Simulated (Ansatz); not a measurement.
Mg:
```
CELL_PARAMETERS angstrom
      3.18895     0.00000     0.00000
     -1.59448     2.76171     0.00000
      0.00000     0.00000     5.10776
ATOMIC_POSITIONS crystal
  Mg 0.33333 0.66667 0.75000
  Mg 0.66667 0.33333 0.25000
```

Relaxed with PBEsol. Special points in fractions of this cell's reciprocal vectors: Γ (0.000, 0.000, 0.000); M (0.500, 0.000, 0.000); K (0.333, 0.333, 0.000); A (0.000, 0.000, 0.500); L (0.500, 0.000, 0.500); H (0.333, 0.333, 0.500).

Problem. List the band energies nearest the Fermi level at these points for DFT-PBEsol in the program Ansatz with PAW potentials.

Solution. In eV from the Fermi level; about four levels below and three above (degenerate sets whole), none deeper than 8.9 eV; … stands for higher levels left out; points with the same levels are listed once.

| k | below | above |
|---|---|---|
| Γ | -7.01 -1.64 -1.11 | 10.90 10.90 11.03 11.03 |
| M | -2.21 -2.19 | 2.71 3.06 3.42 |
| K | -0.68 -0.65 -0.65 | 4.18 4.18 4.46 |
| A | -5.57 -5.57 | 5.30 5.30 … |
| L | -1.13 -1.13 -0.46 -0.46 | 8.04 8.04 … |
| H | – | 0.17 0.17 0.65 0.65 |

Space group P6_3/mmc (hcp (Mg type)). The cell was relaxed with PBEsol under the symmetry of its start.

Potentials: the earlier of the program's two PAW sets. The files were generated under PBE; for other functionals the program regenerates the frozen cores, and for LDA and PBEsol the local potential too.
